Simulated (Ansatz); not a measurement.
K2Au3 in space group Immm (No. 71; Au on 2a, Au on 4h, K on 4j), PBEsol in the plane-wave PAW code Ansatz, all energies at zero smearing, with the estimated change up to a 700 eV cutoff added, with one set of potentials and settings (totals compare only within such a set). Cell of 5 atoms (3 Au, 2 K): -42054.621 eV.

| element | reference phase | E (eV/atom) |
|---|---|---|
| Au | Fm-3m, 1 atoms in the cell | -13007.0999 |
| K | Im-3m, 1 atoms in the cell | -1516.0300 |

Formation energy per atom, worked out: (-42054.621 − 3×(-13007.0999) − 2×(-1516.0300))/5 = -0.252 eV/atom (-24 kJ per mol of atoms), at 0 K, without zero-point energy or fitted corrections.

The workflow started from an entry of the Crystallography Open Database (COD). Whether it is the stable phase at ambient conditions was not checked. The cell was relaxed with PBEsol under the symmetry of its start; whether a distortion lowers the energy is not shown. The references are the lowest solids computed at this level, not always the standard phases. Spin–orbit coupling is left out wherever it is not named.

Potentials: the later of the program's two PAW sets.
